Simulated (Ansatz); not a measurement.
## TiO2: stiffness from a series of strains

```
CELL_PARAMETERS angstrom
-1.89250 1.89250 4.75700
1.89250 -1.89250 4.75700
1.89250 1.89250 -4.75700
ATOMIC_POSITIONS crystal
Ti 0.00000 0.00000 0.00000
Ti 0.75000 0.25000 0.50000
O 0.20660 0.20660 0.00000
O 0.95660 0.45660 0.50000
O 0.54340 0.04340 0.50000
O 0.79340 0.79340 0.00000
```

Atoms are numbered in the order listed.

The cell comes from COD entry 9009086, which wasn't checked; take it as a given geometry.

Level of theory: DFT, LDA, all-electron LAPW, scalar-relativistic (Ansatz 0.2.0).

The runs use a Γ-centred 13×13×13 k mesh, Fermi–Dirac smearing of 0.08 eV, basis error target 1 meV/atom, no spin polarisation.

The strain is applied along the Cartesian axes of the cell as listed (the other components stay zero). Fractional coordinates are held (clamped ions).

σ is the change of stress from the unstrained cell, which is at -5.75 GPa; tension is positive, so slopes are stress–strain coefficients at that pressure.

Only quantities that a quadratic follows smoothly over the whole series are listed; rougher ones are left out.

| εzz | σzz (GPa) | σxx (GPa) |
| --- | --- | --- |
| -0.0300 | -14.78 | -4.36 |
| -0.0200 | -9.29 | -2.85 |
| -0.0100 | -4.38 | -1.39 |
| 0.0000 | 0.00 | 0.00 |
| 0.0200 | 7.37 | 2.61 |
| 0.0300 | 10.44 | 3.83 |

**Question.** Fit the series and read off the stiffness at zero strain.

**Answer.** Least-squares fits y = p0 + p1 x + p2 x² to the rows give σzz (GPa): p1 = 419, p2 = -2400; σxx (GPa): p1 = 136, p2 = -300. So C33 = 419 GPa and C13 = 136 GPa, for these axes.

**Question.** One run, at εzz = 0.0100, is withheld. Predict its row.

**Answer.** The fits give 3.97, 1.34; the run gave 3.90, 1.33.
